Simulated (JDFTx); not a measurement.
System: Ag(100) (Fm-3m bulk; lattice of mp-124, not re-optimised at this level), 1x1 cell of 4 atoms in 4 planes, area 8.42 Å² a face, 6.2 Å between the outermost planes in a cell 22.2 Å high; k mesh 8×8×1, Fermi width 0.01 Ha, no spin polarisation.

All numbers are PBE, GBRV ultrasoft potentials, plane waves to 20/100 Ha results from JDFTx (a modified build), not measurements. Liquid: linear PCM (GLSSA13), water, 1 M KCl; nuclei fixed. Potentials are counted from the potential of zero charge; σ repeats to about 1 %.

| U − U_pzc (V) | σ (μC/cm², per face) |
|---|---|
| -1.01 | -15.00 |
| -0.90 | -13.55 |
| -0.70 | -10.83 |
| -0.50 | -7.96 |
| -0.15 | withheld |
| 0.90 | 17.53 |

Task: Fit σ = C₀x + bx² (x = U − U_pzc) to the other rows by least squares, predict the withheld value, and compare with the run.

Result: The fit gives C₀ (μF/cm²) = 17.3, b (μF/cm²/V) = 2.44, with a root-mean-square miss of 0.05 μC/cm² on its own rows. It predicts -2.5 μC/cm²; the run gives -2.5 μC/cm², the same to these digits.
